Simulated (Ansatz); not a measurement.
# Structure types of Li compared at 1.3 GPa

Structure types of Li are relaxed in primitive cells with their symmetry kept at 1.3 GPa, first on PAW files, then by LAPW. The enthalpy is E + pV at zero temperature, without zero-point motion. Only the types listed were tried, and differences under about 5 meV/atom are mesh noise. The real phase may be another.

Computed with Ansatz 0.2.0; functional LDA, scalar-relativistic. Settings: Fermi–Dirac smearing of 0.05 eV, no spin polarisation. Methods: LAPW: all electrons, basis error target 0.5 meV/atom; PAW: frozen-core files, cutoff 420 eV.

k meshes: fcc 16×16×16, bcc 16×16×16, hcp 15×15×8, beta tin 16×16×16, omega 8×8×11, simple hexagonal 16×16×14.

The PAW files were made under PBE.

Which type is lowest in enthalpy, and by how much?

fcc, 3 meV/atom below hcp, which is within the noise of the k meshes. The whole table:

| start type | ends as | a, b, c (Å) | V (Å³/atom) | H − H(lowest), LAPW (meV/atom) | same, PAW |
| --- | --- | --- | --- | --- | --- |
| fcc | fcc, Fm-3m | 4.124, 4.124, 4.124 | 17.54 | 0.0 | 0.0 |
| bcc | bcc, Im-3m | 3.279, 3.279, 3.279 | 17.63 | 4.9 | 4.9 |
| hcp | hcp, P6_3/mmc | 2.912, 2.912, 4.785 | 17.57 | 3.0 | 3.0 |
| beta tin | beta tin, I4_1/amd | 5.037, 5.037, 2.755 | 17.47 | 74.6 | 74.5 |
| omega | omega, P6/mmm | 4.704, 4.704, 2.754 | 17.59 | 15.3 | 15.3 |
| simple hexagonal | simple hexagonal, P6/mmm | 2.799, 2.799, 2.576 | 17.47 | 66.1 | 66.1 |
